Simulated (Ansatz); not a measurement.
HgS (zinc blende), relaxed with HSE06 (Ansatz, a program for electronic structure, plane waves, PAW): a = 5.9233 Å, b = 5.9233 Å, c = 5.9233 Å, α = 90.00°, β = 90.00°, γ = 90.00°.

| Item | Value |
|---|---|
| gap (eV) | 0.37 |
| B₀ by P(V) fit (GPa) | 59.4 |

Task: The same phase is relaxed and computed with PBE in the same code. What are the cell and these values now?

Result: a = b = c = 5.9914 Å, α = β = γ = 90.00°.

- gap (eV) = none
- B₀ by P(V) fit (GPa) = 50.3

All cells were relaxed under the symmetry of their starts (and spin orders); stability against distortions was not tested throughout. Spin–orbit coupling is left out wherever it is not named.

Potentials: the later of the program's two PAW sets.

Ansatz is a plane-wave DFT program.
